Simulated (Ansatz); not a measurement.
# ZrTa: computed property card

ZrTa:
```xyz
2
Lattice="3.4415 0.0000 0.0000 0.0000 3.4415 0.0000 0.0000 0.0000 3.4415" Properties=species:S:1:pos:R:3 pbc="T T T"
Ta     0.0000     0.0000     0.0000
Zr     1.7207     1.7207     1.7207
```

Space group Pm-3m (No. 221), CsCl type; conventional cell a = 3.441 Å, b = 3.441 Å, c = 3.441 Å, α = 90.00°, β = 90.00°, γ = 90.00°.

Method: plane-wave PAW PBE (Ansatz code). Structure relaxed to zero pressure with the same functional. Other levels are named where they apply.

### Cell and energy

Volume per atom: 20.38 Å³
Density: 11.09 g/cm³
Formation energy from the elements (no fitted shifts): 0.20 eV/atom

### Electronic structure

- Electronic character = metallic (no gap)
- Density of states at the Fermi level = 2.2 states/eV per atom (mean over ±0.08 eV)
- Gap with spin–orbit coupling = none (metallic)

### Mechanics

- Bulk modulus (Birch–Murnaghan fit): 131 GPa
- Pressure derivative B′: 3.2

The start of the workflow was typed in or built on a structure type; neither database checked (COD, Materials Project) lists it. Its standing as an ambient phase is unchecked. The cell was relaxed with PBE under the symmetry of its start; whether a distortion lowers the energy is not shown. No spin polarisation was allowed. Its formation energy is positive at this level, so the cell may be metastable or incomplete. The references are the lowest solids computed at this level, not always the standard phases. Scalar-relativistic: spin–orbit coupling is off unless named, which matters more the heavier the elements.

Potentials: the later of the program's two PAW sets.
